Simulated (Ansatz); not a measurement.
Starting cell, WB2 (space group P6_3/mmc):

```yaml
crystal:
  lattice:
    - [2.98262, 0.00000, 0.00000]
    - [-1.49131, 2.58303, 0.00000]
    - [0.00000, 0.00000, 13.85588]
  atoms:
    - { symbol: B, position: [0.33333, 0.66667, 0.52326] }
    - { symbol: B, position: [0.66667, 0.33333, 0.47674] }
    - { symbol: B, position: [0.66667, 0.33333, 0.02326] }
    - { symbol: B, position: [0.33333, 0.66667, 0.97674] }
    - { symbol: B, position: [0.00000, 0.00000, 0.25000] }
    - { symbol: B, position: [0.00000, 0.00000, 0.75000] }
    - { symbol: B, position: [0.66667, 0.33333, 0.25000] }
    - { symbol: B, position: [0.33333, 0.66667, 0.75000] }
    - { symbol: W, position: [0.33333, 0.66667, 0.13552] }
    - { symbol: W, position: [0.66667, 0.33333, 0.86448] }
    - { symbol: W, position: [0.66667, 0.33333, 0.63552] }
    - { symbol: W, position: [0.33333, 0.66667, 0.36448] }
```

A phonon eigenvector at Γ is frozen into this cell: atom i moves by Q times the vector below, so Q is the largest atomic displacement, in Å. The cell is held.

```tsv
atom	x	y	z
B1	0.000	0.000	-1.000
B2	0.000	0.000	-1.000
B3	0.000	0.000	-1.000
B4	0.000	0.000	-1.000
B5	0.000	0.000	0.559
B6	0.000	0.000	0.559
B7	0.000	0.000	0.308
B8	0.000	0.000	0.308
W9	0.000	0.000	0.033
W10	0.000	0.000	0.033
W11	0.000	0.000	0.033
W12	0.000	0.000	0.033
```

These are LDA (plane waves to 420 eV, PAW, scalar-relativistic; Ansatz, an electronic-structure program) values and carry that method's errors. k mesh 14×14×3 (Γ-centred), Fermi-Dirac smearing 0.05 eV. With partly filled bands, energies and forces of such displacements shift with the k mesh and the smearing. Spin-orbit coupling is left out, though W is heavy. WB2 is run without spin polarisation. WB2 was relaxed with its symmetry unable to fall. 

```json
[
 {"Q (Å)": "-0.180", "−dE/dQ from forces (eV/Å)": "17.065"},
 {"Q (Å)": "-0.150", "−dE/dQ from forces (eV/Å)": "14.072"},
 {"Q (Å)": "-0.120", "−dE/dQ from forces (eV/Å)": "11.160"},
 {"Q (Å)": "-0.090", "−dE/dQ from forces (eV/Å)": "8.314"},
 {"Q (Å)": "-0.060", "−dE/dQ from forces (eV/Å)": "5.516"},
 {"Q (Å)": "-0.030", "−dE/dQ from forces (eV/Å)": "2.750"},
 {"Q (Å)": "0.000", "−dE/dQ from forces (eV/Å)": "0.000"},
 {"Q (Å)": "0.030", "−dE/dQ from forces (eV/Å)": "-2.750"},
 {"Q (Å)": "0.060", "−dE/dQ from forces (eV/Å)": "-5.516"},
 {"Q (Å)": "0.090", "−dE/dQ from forces (eV/Å)": "-8.314"},
 {"Q (Å)": "0.120", "−dE/dQ from forces (eV/Å)": "-11.160"},
 {"Q (Å)": "0.150", "−dE/dQ from forces (eV/Å)": "-14.072"},
 {"Q (Å)": "0.180", "−dE/dQ from forces (eV/Å)": "-17.065"}
]
```

**Question.** What harmonic wavenumber does the curvature at Q = 0 give?

**Answer.** 686 cm⁻¹. E″ = 91.57 eV/Å², M = Σ mᵢ|uᵢ|² = 52.9 u, ν̃ = 521.5·√(|E″|/M).

(For displaced atoms, the force is minus the slope of the energy, and its curvature is a force constant, which sets phonon frequencies.)
